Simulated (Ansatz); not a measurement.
Al (dhcp (α-La type), space group No. 194) at seven volumes, DFT-r²SCAN+D4 in the program Ansatz with PAW potentials, shape and atoms relaxed at each. One row is withheld.

```csv
V (Å³/atom),P (GPa)
14.369,10.77
14.843,6.59
15.316,3.04
15.790,0.00
16.264,-2.60
16.737,-4.81
17.211,?
```

### Question
Fit the shown pressures and predict the withheld one.

### Answer
P = (3/2)B₀(x^(7/2) − x^(5/2))[1 + (3/4)(B′ − 4)(x − 1)] with x = (V₀/V)^(2/3). Least squares on the six rows gives V₀ = 15.790 Å³/atom, B₀ = 93.5 GPa, B′ = 4.25. At V = 17.211, x = 0.9442 and P = -6.71 GPa. The run itself gave -6.69 GPa.

Space group P6_3/mmc (dhcp (α-La type)). The first step of the workflow began from a Materials Project structure, measured or hypothetical; the Crystallography Open Database copy checked does not list it. It is not the phase usual at ambient conditions (space group No. 225). The cell was relaxed with r²SCAN+D4 under the symmetry of its start; whether a distortion lowers the energy is not shown. The pairwise dispersion correction was not fitted to metals.

Potentials: the later of the program's two PAW sets.
